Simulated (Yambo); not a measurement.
Yambo run on Rb2NaScF6 (space group Fm-3m, No. 225). The wavefunctions are PBEsol (pw.x of Quantum ESPRESSO, ONCV potentials, no spin-orbit coupling) ones on a 2×2×2 mesh (40 occupied bands); a = 6.187 Å, b = 6.187 Å, c = 6.187 Å, α = 60.00°, β = 60.00°, γ = 60.00°.

Yambo input:

```
rim_cut
gw0
dyson
el_el_corr
HF_and_locXC
cohsex
em1s
RandQpts= 1000000
RandGvec= 1 Ry
EXXRLvcs= 88 Ry
VXCRLvcs= 352 Ry
Chimod= "HARTREE"
% BndsRnXs
 3 | 317 |
%
NGsBlkXs= 8 Ry
% LongDrXs
 1.0 | 1.0 | 1.0 |
%
ExtendOut
% QPkrange
 1 | 1 | 40 | 41 |
%
```

k points by index: 1 = Γ.

The o-*.qp file then holds:

```
#    K-point    Band    Eo [eV]    E [eV]    E-Eo [eV]    Vxc [eV]    Vnlxc [eV]    Sc|Eo [eV]    Re(Z)    Im(Z)
#
    1    40    0.000000    -4.294887    -4.294887    -22.27601    -30.05549    3.484593    1.000000    0.000000
    1    41    6.763991    7.287678    0.523687    -8.894811    -4.537263    -3.833861    1.000000    0.000000
```
(The two width columns are left out.) Convergence of these settings isn't established.

Geometry of the Materials Project entry, not relaxed at this level.

The structure is a Materials Project entry; no match was found in the copy of COD used, and its stability was not checked.
